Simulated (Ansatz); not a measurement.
# ZnBi$_{3}$: what symmetry allows forces and stress to be

```yaml
crystal:
  lattice:
    - [4.83296, 0.00000, 0.00000]
    - [0.00000, 4.83296, 0.00000]
    - [0.00000, 0.00000, 4.97916]
  atoms:
    - { symbol: Zn, position: [0.00000, 0.00000, 0.00000] }
    - { symbol: Bi, position: [0.00000, 0.50000, 0.54353] }
    - { symbol: Bi, position: [0.50000, 0.00000, 0.45647] }
    - { symbol: Bi, position: [0.50000, 0.50000, 0.00000] }
```

Method: DFT PBEsol, scalar-relativistic, plane waves, PAW (Ansatz).

Cutoff 420 eV; k points 8×8×8 on the computed 4-atom cell (Γ-centred); Gaussian smearing, width 0.10 eV; no spin polarisation.

This distorted cell has space group P-4m2, with 8 operations.

Without a calculation: in which directions can each atom feel a force?

A force must be left unchanged by every operation that keeps its atom in place, so it lies in the space that those operations leave fixed. Atoms that the group maps onto each other feel forces of one size.
```csv
atom,site symmetry,operations at the site,equivalent to atom,allowed force (Cartesian)
Zn1,-4m2,8,1,none
Bi2,2mm.,4,2,"along (0.00, 0.00, 1.00)"
Bi3,2mm.,4,2,"along (0.00, 0.00, 1.00)"
Bi4,-4m2,8,4,none
```

That leaves 1 independent force component of 12. A relaxation in this cell that keeps the symmetry moves the atoms in these directions alone.

And the stress tensor?

It must be invariant under the point group, which leaves 2 independent components: yz, xz, xy vanish; xx = yy.

Do the computed values obey this?

Yes. Forces (eV/Å):
```
Zn1  0.000  0.000  0.000
Bi2  0.000  0.000  0.210
Bi3  0.000  0.000 -0.210
Bi4  0.000  0.000  0.000
```

Stress (GPa, compression positive, xx yy zz yz xz xy): -2.37 -2.37 -2.55 0.00 0.00 0.00. The program imposes the same operations on density, forces and stress, so this confirms the analysis and is no independent test of the calculation.

Spin–orbit coupling is left out, which can shift energies with elements as heavy as these.